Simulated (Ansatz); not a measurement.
Input file for Ansatz (an electronic-structure program):

Ansatz 0.2 input:
```yaml
crystal:
  lattice:
    - [0.0, 2.829064625, -2.839469101]
    - [0.0, 2.829064625, 2.839469101]
    - [3.9497664258, 0.0, 0.0]
  atoms:
    - { symbol: Ba, position: [0.9962456916, 0.0037543084, 0.0] }
    - { symbol: Ti, position: [0.4834567633, 0.5165432367, 0.5] }
    - { symbol: O, position: [0.5097120381, 0.9813494771, 0.5] }
    - { symbol: O, position: [0.0186505229, 0.4902879619, 0.5] }
    - { symbol: O, position: [0.5120449842, 0.4879550158, 0.0] }
kpoints:
  mp_grid: { grid: [7, 7, 7] }
hamiltonian:
  xc: pbesol
  pseudopotentials: { azcp: { folder: ./paw }, kind: paw }
scf:
  occupations: { method: fixed }
elastic: { mode: relaxed_ion, stencil: two_point, amplitude: 0.005, f_tol: 0.0005 }
output: { polarization: {} }
```

Output (shortened):

```
Pseudopotential: Ba, paw, valence charge 10
Pseudopotential: Ti, paw, valence charge 12
Pseudopotential: O, paw, valence charge 6
Functional definition: PBEsol
Crystal: 5 atoms, lattice volume = 63.457 Å³
Basis set: ecut = 420 eV, 1229 PW (Γ), exchange–correlation on 54×54×54 points (8 copies of the dense FFT grid, shifted against one another)
Bands: 25, of which v1, the nominal top of the filled ones, is band 20 counted from 1 (19 counted from 0)
Symmetry: 4 space group operations
Space group: Amm2 (ITA 38), of the structure as read, at distance tolerance 4.0e-5 Å
k-points: 64 of 343 (time reversal used)
SCF 1 converged in 14 iterations: F = -10027.642636 eV  dr2 = 7.22e-15
relax step   1: F+E_penalty+E_count = -10027.64263560 eV  Δ(F+E_penalty+E_count) = +0.000e0 eV  max|allowed force component| = 1.756e-3 eV/Å  Δτ_max = 0.0000 Å  (14 SCF iters, accepted)
Crystal: 5 atoms, lattice volume = 63.457 Å³
SCF 2 converged in 9 iterations: F = -10027.642636 eV  dr2 = 7.33e-14
relax step   2: F+E_penalty+E_count = -10027.64263566 eV  Δ(F+E_penalty+E_count) = -6.218e-8 eV  max|allowed force component| = 1.409e-3 eV/Å  Δτ_max = 0.0000 Å  (9 SCF iters, accepted)
Crystal: 5 atoms, lattice volume = 63.457 Å³
SCF 3 converged in 9 iterations: F = -10027.642636 eV  dr2 = 1.77e-14
relax step   3: F+E_penalty+E_count = -10027.64263569 eV  Δ(F+E_penalty+E_count) = -2.490e-8 eV  max|allowed force component| = 8.660e-4 eV/Å  Δτ_max = 0.0002 Å  (9 SCF iters, accepted)
Crystal: 5 atoms, lattice volume = 63.457 Å³
SCF 4 converged in 8 iterations: F = -10027.642636 eV  dr2 = 4.11e-14
relax step   4: F+E_penalty+E_count = -10027.64263583 eV  Δ(F+E_penalty+E_count) = -1.355e-7 eV  max|allowed force component| = 3.207e-4 eV/Å  Δτ_max = 0.0001 Å  (8 SCF iters, accepted)
Crystal: 5 atoms, lattice volume = 63.457 Å³
SCF 5 converged in 10 iterations: F = -10027.642636 eV  dr2 = 8.05e-15
Crystal: 5 atoms, lattice volume = 63.140 Å³
SCF 6 converged in 12 iterations: F = -10027.641095 eV  dr2 = 6.91e-14
relax step   1: F+E_penalty+E_count = -10027.64109543 eV  Δ(F+E_penalty+E_count) = +0.000e0 eV  max|allowed force component| = 1.872e-2 eV/Å  Δτ_max = 0.0000 Å  (12 SCF iters, accepted)
Crystal: 5 atoms, lattice volume = 63.140 Å³
SCF 7 converged in 10 iterations: F = -10027.641129 eV  dr2 = 9.71e-15
relax step   2: F+E_penalty+E_count = -10027.64112862 eV  Δ(F+E_penalty+E_count) = -3.318e-5 eV  max|allowed force component| = 1.290e-2 eV/Å  Δτ_max = 0.0021 Å  (10 SCF iters, accepted)
Crystal: 5 atoms, lattice volume = 63.140 Å³
SCF 8 converged in 9 iterations: F = -10027.641139 eV  dr2 = 8.83e-14
relax step   3: F+E_penalty+E_count = -10027.64113878 eV  Δ(F+E_penalty+E_count) = -1.016e-5 eV  max|allowed force component| = 5.153e-3 eV/Å  Δτ_max = 0.0012 Å  (9 SCF iters, accepted)
Crystal: 5 atoms, lattice volume = 63.140 Å³
SCF 9 converged in 9 iterations: F = -10027.641140 eV  dr2 = 1.58e-14
relax step   4: F+E_penalty+E_count = -10027.64113972 eV  Δ(F+E_penalty+E_count) = -9.364e-7 eV  max|allowed force component| = 4.430e-3 eV/Å  Δτ_max = 0.0001 Å  (9 SCF iters, accepted)
Crystal: 5 atoms, lattice volume = 63.140 Å³
SCF 10 converged in 9 iterations: F = -10027.641141 eV  dr2 = 3.82e-14
relax step   5: F+E_penalty+E_count = -10027.64114114 eV  Δ(F+E_penalty+E_count) = -1.422e-6 eV  max|allowed force component| = 1.469e-3 eV/Å  Δτ_max = 0.0003 Å  (9 SCF iters, accepted)
Crystal: 5 atoms, lattice volume = 63.140 Å³
SCF 11 converged in 9 iterations: F = -10027.641141 eV  dr2 = 6.86e-15
[...]
Crystal: 5 atoms, lattice volume = 63.457 Å³
SCF 89 converged in 8 iterations: F = -10027.641998 eV  dr2 = 8.28e-14
relax step   3: F+E_penalty+E_count = -10027.64199839 eV  Δ(F+E_penalty+E_count) = -2.553e-8 eV  max|allowed force component| = 4.311e-4 eV/Å  Δτ_max = 0.0001 Å  (8 SCF iters, accepted)
Crystal: 5 atoms, lattice volume = 63.457 Å³
SCF 90 converged in 10 iterations: F = -10027.641998 eV  dr2 = 7.67e-15
WARN: C55 and the rest of its column (C15 to C65, from strain 13), every constant that the crystal's symmetry builds from them, which can be the whole tensor …
SCF converged after 10 iterations
Free energy (F): -10027.642636 eV
Harris-Foulkes:  -10027.642636 eV  (|F-HF|=1.82e-12)
Internal energy: -10027.642636 eV  (E = F + TS)
E sigma→0 (E₀):  -10027.642636 eV
Fermi energy:    10.187938 eV
--- Per-component energies (eV) ---
  E_band       = -138.409351
  E_kinetic    = 946.021488
  E_local      = -2174.489718  (includes V_loc(G=0)·N_el)
  E_nonlocal   = 311.145781
  E_hartree    = 835.470806
  E_xc         = -527.589331
  E_vxc        = -550.284929  (∫ρ·V_xc dr)
  E_paw        = -6595.461904  (= ΣΔE_a)
  E_vpaw       = -341.745782  (= ΣTr[D̂ρ^β])
  E_aug_tail   = 0.002197  (compensation charges beyond the density's cutoff)
  E_ewald      = -2823.138641
  E_core_change = 0.396686  (= ΣΔE_core)
  E_smearing   =  0.000000  (= −TS)
  E_closure    = 0.000000  (closes the sum)
  Σ components = -10027.642636   (vs F -10027.642636, Δ=0.00e0)
--- Forces (eV/Å), atoms counted from 1 ---
  atom   1  Ba     0.00000000     0.00000000    -0.00032034
  atom   2  Ti     0.00000000     0.00000000     0.00014703
  atom   3  O      0.00000000    -0.00006252    -0.00005900
  atom   4  O      0.00000000     0.00006252    -0.00005900
  atom   5  O      0.00000000     0.00000000     0.00029275
  max |Σ_I F_I| component: 1.44e-6 eV/Å
--- Stress (GPa, compression-positive) ---
        0.001041       0.000000       0.000000
        0.000000      -0.009494       0.000000
        0.000000       0.000000      -0.014447
  P = ⅓ Tr σ = -0.0076 GPa (-0.076 kbar)
--- Band table (eV; the first three rows and the last of 64) ---
  k-point 0: bands = ["-45.7296", "-22.1318", "-22.1245", "-22.0840", "-14.3188", "-6.5005", "-5.8499", "-5.8082", "0.4766", "0.4778", "0.5113", "8.0056", "8.0106", "8.0388", "8.8770", "8.9232", "9.0919", "9.8643", "9.8733", "9.9648", "12.4216", "12.6180", …
  k-point 1: bands = ["-45.7295", "-22.1313", "-22.1240", "-22.0958", "-14.2930", "-6.5166", "-5.8426", "-5.7855", "0.5113", "0.5141", "0.5878", "7.6794", "7.9471", "7.9673", "8.6804", "8.6819", "8.9743", "9.3795", "9.8133", "9.9321", "12.6432", "12.7936", …
  k-point 2: bands = ["-45.7291", "-22.1301", "-22.1234", "-22.1215", "-14.2337", "-6.6244", "-5.8262", "-5.6476", "0.5918", "0.5992", "0.7568", "6.9316", "7.7401", "7.7728", "8.3474", "8.3640", "8.6924", "8.8783", "9.5385", "9.5426", "12.7315", "13.3966", …
  k-point 63: bands = ["-45.7275", "-22.1752", "-22.1678", "-22.1366", "-14.0423", "-5.7095", "-5.6309", "-5.5617", "-0.2385", "-0.1885", "-0.0779", "5.9320", "6.5819", "6.5943", "7.7185", "7.8651", "7.9215", "10.0039", "10.1221", "10.1879", "14.5738", …
--- Elastic constants: 6 strain directions × 2 members + reference (group order 4) ---
  dense FFT box of the reference and of every strained cell: 27×27×27
  strains applied: 11, 22, 33, 23, 13, 12; error gains …
  reference relaxed by the batch: 4 steps …
  largest displacement 1.7e-4 Å; the constants are those of the deck's cell at these positions:
  atoms:
    - { symbol: Ba, position: [0.9962501338753977, 0.003749866124601986, 0.0] }
    - { symbol: Ti, position: [0.4834868212434106, 0.5165131787565892, 0.49999999999999994] }
    - { symbol: O, position: [0.5096933189579413, 0.9813678679238307, 0.49999999999999994] }
    - { symbol: O, position: [0.018632132076169206, 0.49030668104205843, 0.49999999999999994] }
    - { symbol: O, position: [0.5120475939470804, 0.48795240605291934, 0.0] }
  C = ∂σ_k/∂η_j (tension-positive GPa; Voigt order 11 22 33 23 13 12):
       301.640    100.309     97.628      0.000      0.000      0.000
       100.312    259.096     12.551      0.000      0.000      0.000
        97.682     12.614    215.159      0.000      0.000      0.000
         0.000      0.000      0.000     22.478      0.000      0.000
         0.000      0.000      0.000      0.000     71.525      0.000
         0.000      0.000      0.000      0.000      0.000    120.236
  reference stress σ⁰ (GPa):     -0.001      0.009      0.014      0.000      0.000      0.000
  moduli (Voigt/Reuss/Hill, GPa): K = 133.00/121.05/127.02   G = 80.54/55.43/67.98   E = 173.07   ν = 0.273
  mechanically stable: yes (min eigenvalue of sym C = 22.48 GPa)
  e, the proper piezoelectric tensor (elastic.mode: relaxed_ion; C/m²; rows x y z; Voigt order 11 22 33 23 13 12):
       0.00000    0.00000    0.00000    0.00000   23.17992    0.00000
       0.00000    0.00000    0.00000    4.89672    0.00000    0.00000
       0.64923    3.02433    4.39739    0.00000    0.00000    0.00000
  ±, each entry's uncertainty from the finite density of the strings (C/m²), an estimate: the size of the correction for it that the entry includes:
       0.00000    0.00000    0.00000    0.00000    0.18806    0.00000
       0.00000    0.00000    0.00000    0.02960    0.00000    0.00000
       0.00495    0.01576    0.02437    0.00000    0.00000    0.00000
  harmonic check of the ions' relaxations: strain 13: 1 of 1 pair far from harmonic (see the warning)
  the stresses are not corrected for the forces that the relaxations left standing (`elastic.f_tol`)
  strain η (Voigt 11):  stress-route row diagonal C_11 = 301.64 GPa, energy-path curvature d²(F+E_count+ΔE)/dδ²/Ω₀ = 301.38 GPa
         δ    σ_11 (GPa)             F (eV)   n_scf  n_hpsi   n_pw
    -5.000e-3      -1.5469      -10027.6411414      10   28378   1257   relax 6 steps, max|allowed force component| 1.27e-5 eV/Å
     5.000e-3       1.4695      -10027.6410967      10   28228   1263   relax 6 steps, max|allowed force component| 2.57e-5 eV/Å
  strain η (Voigt 22):  stress-route row diagonal C_22 = 259.10 GPa, energy-path curvature d²(F+E_count+ΔE)/dδ²/Ω₀ = 259.05 GPa
         δ    σ_22 (GPa)             F (eV)   n_scf  n_hpsi   n_pw
    -5.000e-3      -1.3171      -10027.6413562      10   28216   1253   relax 5 steps, max|allowed force component| 3.42e-4 eV/Å
     5.000e-3       1.2738      -10027.6412977      10   28449   1269   relax 6 steps, max|allowed force component| 1.64e-5 eV/Å
  strain η (Voigt 33):  stress-route row diagonal C_33 = 215.16 GPa, energy-path curvature d²(F+E_count+ΔE)/dδ²/Ω₀ = 215.06 GPa
         δ    σ_33 (GPa)             F (eV)   n_scf  n_hpsi   n_pw
    -5.000e-3      -1.0946      -10027.6416036      10   28233   1253   relax 6 steps, max|allowed force component| 9.75e-6 eV/Å
     5.000e-3       1.0570      -10027.6415050      10   28402   1265   relax 6 steps, max|allowed force component| 1.28e-5 eV/Å
  strain η (Voigt 23):  stress-route row diagonal C_44 = 22.48 GPa, energy-path curvature d²(F+E_count+ΔE)/dδ²/Ω₀ = 22.55 GPa
         δ    σ_23 (GPa)             F (eV)   n_scf  n_hpsi   n_pw
    -5.000e-3      -0.1124      -10027.6425185      10   44214   1261   relax 7 steps, max|allowed force component| 8.77e-6 eV/Å
     5.000e-3       0.1124      -10027.6425185      10   44281   1261   relax 7 steps, max|allowed force component| 8.77e-6 eV/Å
  strain η (Voigt 13):  stress-route row diagonal C_55 = 71.53 GPa, energy-path curvature d²(F+E_count+ΔE)/dδ²/Ω₀ = -13.00 GPa
         δ    σ_13 (GPa)             F (eV)   n_scf  n_hpsi   n_pw
    -5.000e-3      -0.3576      -10027.6426946      10   43943   1259   relax 9 steps, max|allowed force component| 1.19e-4 eV/Å
     5.000e-3       0.3576      -10027.6426946      10   43941   1259   relax 9 steps, max|allowed force component| 1.19e-4 eV/Å
  strain η (Voigt 12):  stress-route row diagonal C_66 = 120.24 GPa, energy-path curvature d²(F+E_count+ΔE)/dδ²/Ω₀ = 120.39 GPa
         δ    σ_12 (GPa)             F (eV)   n_scf  n_hpsi   n_pw
    -5.000e-3      -0.6012      -10027.6419984      10   44171   1259   relax 3 steps, max|allowed force component| 4.31e-4 eV/Å
     5.000e-3       0.6012      -10027.6419984      10   44180   1259   relax 3 steps, max|allowed force component| 4.31e-4 eV/Å
--- Formal polarisation (Berry phase): one branch of a lattice of values; only differences between neighbouring runs are physical ---
  axis  mesh            electronic          ionic      p = total  spread (rad)  least overlap  resolved gap  δp at fixed H ≤   (phases in cycles; p mod 2 …
  b1    7×7×7          -0.27125693    22.00658146    21.73532454      0.402465         0.9444        2.4568           3.3e-6
  b2    7×7×7           0.27125693    17.99341854    18.26467546      0.402465         0.9444        2.4568           3.3e-6
  b3    7×7×7           0.00000000    12.00000000    12.00000000      0.000000         0.9316        2.4568           4.0e-6
  quantum along a1:   0.12632958 e/Å² =   202.402295 µC/cm²
  quantum along a2:   0.12632958 e/Å² =   202.402295 µC/cm²
  quantum along a3:   0.12448585 e/Å² =   199.448318 µC/cm²
  P = (  0.74691509,   1.78328778,  -0.15529820) e/Å² = ( 1196.689909,  2857.142020,  -248.815149) µC/cm²  (mod the quanta)
```

Cost: about 20 core-minutes (a rough figure) on shared cores.

This is a known low-temperature phase of the composition, computed here at zero pressure and temperature. Symmetry was held in the PBEsol relaxation; its stability against distortions is not shown here. The run is not spin-polarised. Spin–orbit coupling is left out wherever it is not named.

Potentials: the earlier of the program's two PAW sets.

Ansatz is a plane-wave DFT program.
